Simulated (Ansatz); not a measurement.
MgSe (rock salt)

```xyz
2
Lattice="0.0000 2.7361 2.7361 2.7361 0.0000 2.7361 2.7361 2.7361 0.0000" Properties=species:S:1:pos:R:3 pbc="T T T"
Se     0.0000     0.0000     0.0000
Mg     2.7361     2.7361     2.7361
```

The slice is a {110} plane (indices of the conventional cell) through the point (0.500, 0.500, 0.500) (fractional), spanned by u = [100] and v = [1 -1 -1] in vectors of this cell: u (3.87 Å) and v (5.47 Å, at 90° to u). It covers one period; positions are fractions (u, v).

Level of theory: r2SCAN (plane waves to 500 eV, PAW, scalar-relativistic; Ansatz, an electronic-structure program). k mesh 10×10×10. These are valence fields of a PAW run, semicore shells included where kept as valence: close to a nucleus they are smooth pseudo fields. MgSe was relaxed with its symmetry unable to fall.

Around which element is the density of the highest valence band (whole band, smooth part) largest on this plane?

Se. Mean over a disc round each atom, of radius 0.45 times the shortest bond: Se 0.160, Mg 0.013 e/Å³.

The ELF has a maximum in the middle third of the Se–Mg line. Where, and how high?

0.83, 1.2 Å from Se.

What is the ELF at the density minimum of the shortest Se–Mg line in this plane (2.74 Å)?

0.0.

Sketch the valence electron density on this plane as a map.


```
|8877552211111111111111225577|
|6655221100000000000000112255|
|2222111100000000000000111122|
|2222111100000000000000111122|
|2222221111000000000011112222|
|3333332211110000001111223333|
|4444443322110000001122333344|
|6666443333221100112233334466|
|9988664433221111112233446688|
|9999664433221111112233446699|
|9988664433221111112233446688|
|6666443333221100112233334466|
|4444333322110000001122334444|
|3333332211110000001111223333|
|2222221111000000000011112222|
|2222111100000000000000111122|
|2222111100000000000000111122|
|6655221100000000000000112255|
|8877552211111111111111225577|
|9988662211111111111111226688|
```
Scale: ten equal steps from -1.49 (start of '0') to 1.66 (end of '9'), in the order '0123456789'. Values: log₁₀ of the valence density in e/Å³. The map has 14 points along u (two characters each, u = 0 at the left) and 20 along v (v = 0 in the bottom row). The scale is logarithmic, as a density can span decades between atoms and voids.
